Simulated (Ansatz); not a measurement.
Method: DFT PBEsol, scalar-relativistic, plane waves, PAW in Ansatz 0.2.0.

Structure of SiNi₂:

```
CELL_PARAMETERS angstrom
4.91662 0.00000 0.00000
0.00000 3.69760 0.00000
0.00000 0.00000 7.00759
ATOMIC_POSITIONS crystal
Si 0.29161 0.75000 0.61339
Si 0.70839 0.25000 0.38661
Si 0.20839 0.25000 0.11339
Si 0.79161 0.75000 0.88661
Ni 0.95782 0.75000 0.20748
Ni 0.04218 0.25000 0.79252
Ni 0.54218 0.25000 0.70748
Ni 0.45782 0.75000 0.29252
Ni 0.82852 0.75000 0.56031
Ni 0.17148 0.25000 0.43969
Ni 0.67148 0.25000 0.06031
Ni 0.32852 0.75000 0.93969
```

Plane waves to 420 eV, a k mesh through Γ of 8×10×6 on the computed 12-atom cell and Gaussian smearing (0.10 eV); no spin polarisation.

Levels along Γ–X–S–Y–Γ–Z–U–R–T–Z | X–U | Y–T | S–R, in eV from the Fermi level, sorted by energy at each point. Points in fractions of the primitive reciprocal vectors: Γ (0.000 0.000 0.000), X (0.500 0.000 0.000), S (0.500 0.500 0.000), Y (0.000 0.500 0.000), Z (0.000 0.000 0.500), U (0.500 0.000 0.500), R (0.500 0.500 0.500), T (0.000 0.500 0.500).
```tsv
point	k (1/Å, with 2π)	band 77	band 78	band 79	band 80	band 81	band 82	band 83
Γ	0.000	-0.98	-0.96	-0.61	-0.14	0.74	0.95	1.73
-	0.128	-0.96	-0.80	-0.67	-0.04	0.95	1.16	1.79
-	0.256	-0.95	-0.80	-0.44	0.30	1.51	1.66	1.98
-	0.383	-0.95	-0.91	0.03	0.89	2.12	2.26	2.39
-	0.511	-1.00	-0.95	0.59	1.56	1.93	2.26	2.49
X	0.639	-0.97	-0.97	1.23	1.23	2.04	2.04	2.82
-	0.809	-0.95	-0.95	0.74	0.74	1.95	1.95	2.50
-	0.979	-0.95	-0.95	0.02	0.02	1.23	1.23	1.57
-	1.149	-0.96	-0.96	-0.45	-0.45	0.42	0.42	0.78
-	1.319	-0.90	-0.90	-0.64	-0.64	0.03	0.03	0.27
S	1.489	-0.77	-0.77	-0.77	-0.77	0.02	0.02	0.02
-	1.616	-0.82	-0.82	-0.79	-0.79	0.07	0.07	0.11
-	1.744	-0.90	-0.90	-0.84	-0.84	0.25	0.25	0.33
-	1.872	-0.97	-0.97	-0.90	-0.90	0.50	0.50	0.65
-	2.000	-0.97	-0.97	-0.93	-0.93	0.71	0.71	1.06
Y	2.128	-0.96	-0.96	-0.95	-0.95	0.77	0.77	1.36
-	2.297	-0.97	-0.95	-0.90	-0.86	0.73	0.73	0.75
-	2.467	-0.99	-0.73	-0.61	-0.52	0.20	0.41	0.86
-	2.637	-1.03	-0.63	-0.61	0.09	0.30	0.51	0.98
-	2.807	-1.06	-0.89	-0.58	-0.09	0.81	0.88	1.48
Γ	2.977	-0.98	-0.96	-0.61	-0.14	0.74	0.95	1.73
-	3.067	-0.98	-0.88	-0.64	-0.16	0.80	0.85	1.41
-	3.156	-1.00	-0.72	-0.72	-0.20	0.44	0.94	1.27
-	3.246	-0.98	-0.84	-0.48	-0.25	-0.02	1.11	1.13
-	3.336	-0.98	-0.95	-0.31	-0.31	-0.17	0.64	1.30
Z	3.425	-1.07	-1.07	-0.36	-0.36	0.21	0.21	1.39
-	3.553	-0.96	-0.96	-0.26	-0.26	0.27	0.27	1.32
-	3.681	-0.82	-0.82	0.01	0.01	0.47	0.47	1.25
-	3.809	-0.69	-0.69	0.24	0.24	0.82	0.82	1.49
-	3.937	-0.59	-0.59	0.28	0.28	1.30	1.30	2.11
U	4.064	-0.55	-0.55	0.26	0.26	1.88	1.88	1.90
-	4.234	-0.53	-0.53	0.30	0.30	1.17	1.17	1.28
-	4.404	-0.47	-0.47	0.19	0.19	0.42	0.42	0.51
-	4.574	-0.50	-0.50	-0.38	-0.38	0.07	0.07	0.58
-	4.744	-0.66	-0.66	-0.65	-0.65	0.25	0.25	0.61
R	4.914	-0.72	-0.72	-0.72	-0.72	0.50	0.50	0.50
-	5.042	-0.80	-0.80	-0.65	-0.65	0.08	0.08	0.98
-	5.170	-0.91	-0.91	-0.58	-0.58	-0.22	-0.22	1.43
-	5.298	-0.99	-0.99	-0.51	-0.51	-0.37	-0.37	1.63
-	5.425	-0.94	-0.94	-0.45	-0.45	-0.38	-0.38	1.42
T	5.553	-0.91	-0.91	-0.42	-0.42	-0.35	-0.35	1.28
-	5.723	-0.87	-0.87	-0.43	-0.43	-0.39	-0.39	1.43
-	5.893	-0.76	-0.76	-0.56	-0.56	-0.35	-0.35	1.77
-	6.063	-0.77	-0.77	-0.52	-0.52	-0.30	-0.30	1.62
-	6.233	-0.90	-0.90	-0.38	-0.38	-0.05	-0.05	1.45
Z	6.403	-1.07	-1.07	-0.36	-0.36	0.21	0.21	1.39
X	6.403	-0.97	-0.97	1.23	1.23	2.04	2.04	2.82
-	6.492	-0.97	-0.97	1.26	1.26	1.82	1.82	2.69
-	6.582	-0.96	-0.96	1.33	1.33	1.35	1.35	2.60
-	6.672	-0.83	-0.83	0.85	0.85	1.46	1.46	2.54
-	6.761	-0.65	-0.65	0.44	0.44	1.64	1.64	2.20
U	6.851	-0.55	-0.55	0.26	0.26	1.88	1.88	1.90
Y	6.851	-0.96	-0.96	-0.95	-0.95	0.77	0.77	1.36
-	6.941	-1.00	-1.00	-0.87	-0.87	0.64	0.64	1.40
-	7.030	-1.02	-1.02	-0.77	-0.77	0.38	0.38	1.40
-	7.120	-1.00	-1.00	-0.66	-0.66	0.09	0.09	1.36
-	7.210	-0.94	-0.94	-0.55	-0.55	-0.17	-0.17	1.30
T	7.299	-0.91	-0.91	-0.42	-0.42	-0.35	-0.35	1.28
S	7.299	-0.77	-0.77	-0.77	-0.77	0.02	0.02	0.02
-	7.389	-0.76	-0.76	-0.76	-0.76	0.05	0.05	0.05
-	7.479	-0.75	-0.75	-0.75	-0.75	0.14	0.14	0.14
-	7.568	-0.73	-0.73	-0.73	-0.73	0.28	0.28	0.28
-	7.658	-0.72	-0.72	-0.72	-0.72	0.43	0.43	0.43
R	7.748	-0.72	-0.72	-0.72	-0.72	0.50	0.50	0.50
```

A ferromagnetic start lost its moments in a first run, so spin was left out; other magnetic orders weren't tried.

Cost: 1 run of about 6.3 core-minutes, on Intel Xeon Platinum 8259CL (Skylake/Cascade Lake) (shared hosts).